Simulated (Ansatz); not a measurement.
HfB2:
```
HfB2
1.0
    3.13590     0.00000     0.00000
   -1.56795     2.71577     0.00000
    0.00000     0.00000     3.48073
Hf B
1 2
Direct
  0.00000   0.00000   0.00000
  0.33333   0.66667   0.50000
  0.66667   0.33333   0.50000
```

Relaxed with r²SCAN. Special points in fractions of this cell's reciprocal vectors: Γ (0.000, 0.000, 0.000); M (0.500, 0.000, 0.000); K (0.333, 0.333, 0.000); A (0.000, 0.000, 0.500); L (0.500, 0.000, 0.500); H (0.333, 0.333, 0.500).

Question: List the band energies nearest the Fermi level at these points for r²SCAN with spin–orbit coupling (plane waves, PAW; program Ansatz).

Answer: In eV from the Fermi level; about four levels below and three above (degenerate sets whole), none deeper than 8.9 eV; points with the same levels are listed once.

```csv
k,below,above
Γ,-3.04 -3.04 -3.00 -3.00,4.11 4.11 4.29 4.29
M,-3.64 -3.64 -2.99 -2.99,2.22 2.22 2.87 2.87
K,-2.78 -2.78 -2.70 -2.70,1.70 1.70 1.89 1.89
A,-1.22 -1.22 -1.21 -1.21,0.27 0.27 0.37 0.37
L,-4.97 -4.97 -3.01 -3.01,4.16 4.16 4.40 4.40
H,-3.63 -3.63 -3.24 -3.24,4.79 4.79 5.76 5.76
```

Space group P6/mmm. The r²SCAN relaxation kept the symmetry of its start; of distortions, only those at the zone centre were tested. The run is not spin-polarised.

Potentials: the later of the program's two PAW sets.
